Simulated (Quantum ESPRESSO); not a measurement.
Inputs of pw.x and gipaw.x (a modified build of Quantum ESPRESSO, PBE) for CaO; the starting potential comes from an earlier run on another mesh:

```
&CONTROL
  calculation = 'scf'
  prefix = 'x'
  pseudo_dir = './pseudo'
  outdir = './out'
  tprnfor = .true.
/
&SYSTEM
  ibrav = 0
  nat = 2
  ntyp = 2
  ecutwfc = 45
  ecutrho = 180
  occupations = 'fixed'
  nbnd = 8
/
&ELECTRONS
  conv_thr = 1e-11
  startingpot = 'file'
/
ATOMIC_SPECIES
Ca 40.078 Ca.GGA_PBE-JTH.UPF
O 15.999 O.GGA_PBE-JTH.UPF
CELL_PARAMETERS angstrom
    0.000000000000     2.403555000000     2.403555000000
    2.403555000000     0.000000000000     2.403555000000
    2.403555000000     2.403555000000     0.000000000000
ATOMIC_POSITIONS crystal
Ca     0.000000000000     0.000000000000     0.000000000000
O      0.500000000000     0.500000000000     0.500000000000
K_POINTS automatic
6 6 6 1 1 1
```

```
&INPUTGIPAW
  job = 'nmr'
  prefix = 'x'
  tmp_dir = './out/'
  restart_mode = 'from_scratch'
  pawproj(1) = .true.
  pawproj(2) = .true.
  use_nmr_macroscopic_shape = .false.
/
```

The cell comes from the Materials Project (a computed structure). It is CaO in Fm-3m. Stability against distortions was not tested.

Predict the shielding tensors that the run ends with.


```
     f-sum rule (should be   -14.7870):
           -14.7872         -0.0000          0.0000
            -0.0000        -14.7872         -0.0000
             0.0000         -0.0000        -14.7872

     Total NMR chemical shifts in ppm: ---------------------------------------
     (adopting the Simpson convention for anisotropy and asymmetry)-----------

     Atom  1  Ca  pos: (  0.000000  0.000000  0.000000)  Total sigma:         957.84
           957.8437         -0.0000         -0.0000
            -0.0000        957.8437         -0.0000
            -0.0000         -0.0000        957.8437

     Ca      1    anisotropy:     -0.00    eta:    0.0000
     Ca      1    sigma_11=    957.84
     Ca      1    sigma_22=    957.84
     Ca      1    sigma_33=    957.84

     Atom  2  O   pos: (  0.707107  0.707107  0.707107)  Total sigma:        -153.42
          -153.4238         -0.0000          0.0000
            -0.0000       -153.4238          0.0000
             0.0000          0.0000       -153.4238

     O       2    anisotropy:     -0.00    eta:    0.0000
     O       2    sigma_11=   -153.42
     O       2    sigma_22=   -153.42
     O       2    sigma_33=   -153.42
```
The printed anisotropy is 3/2 (σ_33 − σ_iso) in the program's own order; the axes are left out here. All sites are cubic, so the anisotropy vanishes by symmetry. These are absolute shieldings with no macroscopic susceptibility term; δ = σ_ref − σ needs a reference computed alike. By our sweeps, such settings leave a few ppm in absolute σ. PBE places the empty d or f states of Ca too low, which is known to distort σ on and beside such ions. Static lattice: thermal averaging is not included.
